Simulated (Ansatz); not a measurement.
CdI2:
Space group P-3m1 (No. 164); a = 4.1642 Å, b = 4.1642 Å, c = 19.9952 Å, α = 90.00°, β = 90.00°, γ = 120.00°

```json
[
 {"atom": "Cd", "site": "2d", "symmetry": "3m.", "x": "0.6667", "y": "0.3333", "z": "0.3328"},
 {"atom": "Cd", "site": "1a", "symmetry": "-3m.", "x": "0.0000", "y": "0.0000", "z": "0.0000"},
 {"atom": "I", "site": "2d", "symmetry": "3m.", "x": "0.3333", "y": "0.6667", "z": "0.0846"},
 {"atom": "I", "site": "2d", "symmetry": "3m.", "x": "0.3333", "y": "0.6667", "z": "0.4173"},
 {"atom": "I", "site": "2c", "symmetry": "3m.", "x": "0.0000", "y": "0.0000", "z": "0.2482"}
]
```

Relaxed with LDA. DFT-LDA in the program Ansatz with PAW potentials gives a gap of 2.00 eV.

**Question.** What gap does HSE06 give on the same cell (Ansatz, PAW)?

**Answer.** 3.12 eV, 1.12 eV more. The hybrid was solved on a coarser mesh and at special points; its gap is the smallest among all of these.

```
k  v1 LDA  c1 LDA  v1 HSE06  c1 HSE06
-  ------  ------  --------  --------
Γ   -0.05    2.34         ?         ?
A   -0.02    2.74         ?         ?
K   -0.53    2.97         ?         ?
H   -0.57    2.99         ?         ?
M   -0.15    2.00     -0.17      3.12
L   -0.24    2.05     -0.26      3.18
```

**Question.** Top valence (v1) and lowest conduction level (c1) in eV from each method's valence maximum (which need not be a listed point): supply the withheld HSE06 values.

**Answer.** 
- K, v1 HSE06: -0.56
- K, c1 HSE06: 4.14
- H, v1 HSE06: -0.60
- H, c1 HSE06: 4.16
- A, v1 HSE06: -0.03
- A, c1 HSE06: 4.03
- Γ, v1 HSE06: -0.06
- Γ, c1 HSE06: 3.67

Cost on shared cores: the LDA run (SCF on a 8×8×2 mesh, then bands and DOS) about 9 core-minutes (a rough figure), the HSE06 run (SCF on 5×5×1, then a few points) around 17 core-minutes (rough); the tasks are unlike.

The first step of the workflow began from a Materials Project structure, measured or hypothetical; the Crystallography Open Database files this formula in space group No. 164, but the cells were not matched. Its standing as an ambient phase is unchecked. Symmetry was held in the LDA relaxation; whether a distortion lowers the energy is not shown. A crystal of weakly bound layers computed without a dispersion correction: the cell and the soft elastic constants depend strongly on that. Scalar-relativistic: spin–orbit coupling is off unless named, which matters more the heavier the elements.

Potentials: the later of the program's two PAW sets.
